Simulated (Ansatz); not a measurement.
A generator proposed this cell of As₇O.

Space group Fm-3m (No. 225). a = 8.569 Å, b = 8.569 Å, c = 8.569 Å, α = 90.00°, β = 90.00°, γ = 90.00°
```
atom  site  symmetry       x       y       z
  As    4b      m-3m  0.5000  0.0000  0.0000
  As   24d      m.mm  0.7500  0.0000  0.7500
   O    4a      m-3m  0.0000  0.0000  0.0000
```

These are results of DFT PBE, scalar-relativistic, plane waves, PAW in Ansatz 0.2.0, not measurements. Cutoff 420 eV; k points 4×4×4 on the computed 8-atom cell (Γ-centred); Gaussian smearing, width 0.10 eV; no spin polarisation.

Formation energies are uncorrected and refer to the elements' standard structures at the same level (O₂ as a molecule).

Problem. How far from equilibrium is it?

Solution. The pressure is -7.4 GPa (it wants to contract), the largest force is 0.00 eV/Å (symmetry fixes the atoms), and the energy is +0.66 eV/atom against the elements. The shortest distance is 3.03 Å.

Problem. How much does it gain on relaxing, and where does it end?

Solution. Relaxing gains under 0.1 eV/atom (the start's value is from the coarse mesh, so the gain is rough) in 9 ionic steps and ends at +0.60 eV/atom on the finer mesh. The symmetry stays Fm-3m (No. 225). The volume per atom shrinks by 9.9 %, from 19.7 to 17.7 Å³. The shortest distance goes from 3.03 Å (As–O and As–As) to 2.93 Å (As–O and As–As). Conventional cell: a = 8.275 Å. As on a site of symmetry m-3m is surrounded by 12 As at 2.93 Å; around As on a site of symmetry mmm lie 10 As at 2.93 Å and 2 O at 2.93 Å; around O lie 12 As at 2.93 Å (long contacts).

The last run used an 8×8×8 mesh for its 8-atom cell and Gaussian smearing of 0.10 eV. An odd number of electrons in the primitive cell allows no gap without spin; a larger cell or a magnetic state could open one. The cell is a metal run without spin; a magnetic state may lie lower. The reference form of As is held partly by dispersion forces, which this level lacks. The relaxation can't lower the symmetry of the start. Symmetry constrained the relaxation, so the result can be a saddle point.
